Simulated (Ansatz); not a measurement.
# Zr3Cd2, one cell by several methods

```xyz
5
Lattice="5.3000 0.0000 0.0000 0.0000 6.5200 0.0000 0.0000 0.0000 7.8600" Properties=species:S:1:pos:R:3 pbc="T T T"
Zr    0.0000    0.0000    3.9300
Zr    2.6500    0.0000    0.0000
Zr    0.0000    0.0000    0.0000
Cd    2.6500    3.2600    3.9300
Cd    2.6500    0.0000    3.9300
```

Atoms are numbered in the order listed.

The geometry is COD entry 2106134, unchecked; take it as a test cell.

Methods: DFT, PBE, PAW with Ansatz's default frozen-core files, scalar-relativistic (Ansatz 0.2.0); DFT, PBE, all-electron PAW with datasets made for the crystal, scalar-relativistic (Ansatz 0.2.0); DFT, PBE, all-electron LAPW, scalar-relativistic (Ansatz 0.2.0).

For PAW: a Γ-centred 5×5×4 k mesh, Fermi–Dirac smearing of 0.05 eV, cutoff 420 eV, no spin polarisation. The crystal-made all-electron datasets (AE datasets) take a cutoff of 240 eV at this cell. LAPW targets a basis error of 1 meV/atom. The Ansatz runs share mesh, smearing and spin set-up. Plane-wave (PAW) pressures include the program's estimate of the Pulay term.

Stress and pressure are positive in compression.

No spin–orbit coupling: at heavy atoms the gradients can be off by tens of per cent for that reason.

In a metal, gradients converge slowly with the k mesh: the values move by tens of per cent from one mesh to another, at times in sign, so only the comparison on one mesh counts.

Levels count from the Fermi level.

```
                             quantity     PAW  AE datasets    LAPW
                       pressure (GPa)   -3.12        -3.12   -3.11
                      stress xx (GPa)    1.05         1.06    1.06
                      stress yy (GPa)   -3.06        -3.06   -3.06
                      stress zz (GPa)   -7.34        -7.34   -7.34
       highest filled level at Z (eV)  -0.034       -0.034  -0.034
         lowest empty level at Z (eV)   0.446        0.447   0.447
       highest filled level at Γ (eV)  -0.070       -0.070  -0.070
         lowest empty level at Γ (eV)   0.755        0.756   0.756
       highest filled level at S (eV)  -0.113       -0.113  -0.113
         lowest empty level at S (eV)   0.066        0.066   0.066
field gradient Vzz at Zr1 (10²¹ V/m²)   15.60        15.69       –
field gradient Vzz at Cd4 (10²¹ V/m²)       ?            ?       –
field gradient Vzz at Cd5 (10²¹ V/m²)    1.98            ?       –
```

Give the missing entry: row "field gradient Vzz at Cd4 (10²¹ V/m²)", column "AE datasets".

-8.97.

What belongs in the row "field gradient Vzz at Cd4 (10²¹ V/m²)", column "PAW"?

-8.86.

Give the missing entry: row "field gradient Vzz at Cd5 (10²¹ V/m²)", column "AE datasets".

2.11.
